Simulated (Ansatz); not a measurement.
Structure types of Zn were relaxed at one common pressure (all-electron LAPW in Ansatz 0.2.0 under PBEsol, scalar-relativistic, no spin polarisation, zero temperature). They take these volumes:

| type | space group | V (Å³/atom) |
| --- | --- | --- |
| fcc | Fm-3m | 7.05 |
| bcc | Im-3m | 7.07 |
| hcp | P6_3/mmc | 7.05 |
| simple hexagonal | P6/mmm | 7.37 |
| sc | Pm-3m | 7.59 |
| omega | P6/mmm | 7.12 |

Q: At about which pressure, and is the densest type also the lowest in enthalpy?

A: 350 GPa. The densest types tie within 0.02 Å³/atom, and hcp is the lowest in enthalpy.
